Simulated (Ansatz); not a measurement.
Electric field gradients in SnO

The cell is a refined structure from the COD whose atoms were relaxed with PBE, the cell held.

```xyz
4
Lattice="3.7986 0.0000 0.0000 0.0000 3.7986 0.0000 0.0000 0.0000 4.8408" Properties=species:S:1:pos:R:3 pbc="T T T"
Sn    1.8993    0.0000    1.1728
Sn    0.0000    1.8993    3.6680
O     0.0000    0.0000    0.0000
O     1.8993    1.8993    0.0000
```

Atoms are numbered from 1 in the order listed; like atoms form one site, named after its first atom.

Computed with Ansatz: DFT, r2SCAN, plane waves and PAW, scalar-relativistic, 500 eV cutoff, Γ-centred 12×12×10 k-points, Fermi–Dirac smearing 0.05 eV.

C_Q = eQV_zz/h, which is 24.18 MHz for Q = 1 b and V_zz = 10²¹ V/m²; η = (V_xx − V_yy)/V_zz.

17O: I = 5/2, Q = -25.58 mb. Quadrupole moments are those of Pyykkö's year-2017 table.

```tsv
site	atoms (order as listed)	first shell	V_zz (10²¹ V/m²)	η	C_Q (MHz)
Sn	1, 2	4 O at 2.23 Å	-19.12	0.00	–
O	3, 4	4 Sn at 2.23 Å	0.73	0.00	-0.449
```

An axis of threefold or higher order runs through Sn and O, so V_zz lies along it and η is zero.

Sn has no stable isotope with a ground-state quadrupole moment in the table, so no C_Q is given.

The largest force is 0.5 eV/Å, so the atoms aren't at the calculated equilibrium and relaxing them would move these values. The run finds no gap above 0.1 eV (a metal, or nearly one), so the gradients can move by 10 % or more with the k-mesh. Without spin–orbit coupling (the program notes it for Sn) the gradients can shift somewhat, as the gap is small. With these PAW files V_zz is typically within 2 to 3 % of all-electron values, but misses above 10 % occur on Sn. Semilocal functionals make gaps too small and can close them, so the real compound need not be a metal.

Hardware: 1 thread of Intel Xeon 6975P-C (Granite Rapids) (x86_64; 16 cores open to the job, memory cap 3.0 GiB, no GPU), a shared host with a load of 0.6 a core. Wall time 20 s, CPU time 20 s, peak memory 0.73 GiB.
